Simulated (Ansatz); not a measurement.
Consider the following.

BeS:
```yaml
crystal:
  lattice:
    - [3.43404, 0.00000, 0.00000]
    - [-1.71702, 2.97397, 0.00000]
    - [0.00000, 0.00000, 5.66121]
  atoms:
    - { symbol: Be, position: [0.33333, 0.66667, 0.99947] }
    - { symbol: S, position: [0.66667, 0.33333, 0.12553] }
    - { symbol: Be, position: [0.66667, 0.33333, 0.49947] }
    - { symbol: S, position: [0.33333, 0.66667, 0.62553] }
```

This is the r²SCAN-relaxed structure. Tensor components refer to the Cartesian frame of this cell.

Q: All from DFT-r²SCAN in the program Ansatz with PAW potentials, unless another level is named. Predict the Hill bulk and shear moduli.

A: 97.1 and 69.0 GPa.

Q: Next, the piezoelectric stress constants (proper, relaxed ions, C/m²)?

A: e15 = e24 = e31 = e32 = -0.09, e33 = 0.31.

Space group P6_3mc (wurtzite). The start of the workflow was typed in or built on a structure type; neither database checked (COD, Materials Project) lists it. COD files the formula under space group No. 216, so this cell is another polymorph or a model. Its standing as an ambient phase is unchecked. Symmetry was held in the r²SCAN relaxation; whether a distortion lowers the energy is not shown.

Potentials: the later of the program's two PAW sets.
